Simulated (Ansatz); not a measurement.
The start is a relaxed CoSi2 cell displaced along its unstable phonon at q = (½, ½, 0) of its primitive reciprocal cell (52i cm⁻¹), largest move 0.15 Å. The cell and all atomic positions are relaxed at zero pressure with PBEsol (plane waves to 420 eV, PAW, scalar-relativistic; Ansatz, a program for electronic structure). The first steps use a coarse 10×10×5 k-mesh.

The start:
```yaml
crystal:
  lattice:
    - [6.80175, 0.00000, 0.00000]
    - [3.40087, 3.40087, 0.00000]
    - [0.00000, 0.00000, 6.26156]
  atoms:
    - { symbol: Si, position: [0.00000, 0.00000, 0.99667] }
    - { symbol: Si, position: [0.50000, 0.00000, 0.00333] }
    - { symbol: Si, position: [0.00000, 0.50000, 0.97604] }
    - { symbol: Si, position: [0.50000, 0.50000, 0.02396] }
    - { symbol: Si, position: [0.24939, 0.00107, 0.38624] }
    - { symbol: Si, position: [0.75061, 0.99893, 0.38624] }
    - { symbol: Si, position: [0.74939, 0.50015, 0.61376] }
    - { symbol: Si, position: [0.25061, 0.49985, 0.61376] }
    - { symbol: Co, position: [0.26639, 0.97122, 0.75659] }
    - { symbol: Co, position: [0.73361, 0.02878, 0.75659] }
    - { symbol: Co, position: [0.76639, 0.49600, 0.24341] }
    - { symbol: Co, position: [0.23361, 0.50400, 0.24341] }
```

Q: Which atoms feel the largest initial force, and how large is it?

A: 0.06 eV/Å, on Co9, Co10, Co11, Co12 (atoms numbered as listed).

Q: How does the volume per atom move from start to end?

A: +0.9 %, from 12.07 to 12.17 Å³/atom.

Q: How do the shortest distances between atoms change?

A: The closest pairs of elements (up to four, under 3.6 Å), start → end: Co–Si 2.26 → 2.25 Å; Si–Si 2.41 → 2.25 Å; Co–Co 3.21 → 2.87 Å.

Final values are on a 8×9×10 k-mesh of the relaxed cell. No spin polarisation in the result. A magnetic state may lie lower.

The run could not lose the symmetry of its start: the end is stationary, and may be a saddle point rather than a minimum.

The relaxed structure here is a generated cell of CoSi2: the first start was made by placing the elements on the sites of a structure type, and the end was not matched to a known phase here, so it may be hypothetical. Known forms of CoSi2 include space group No. 225.
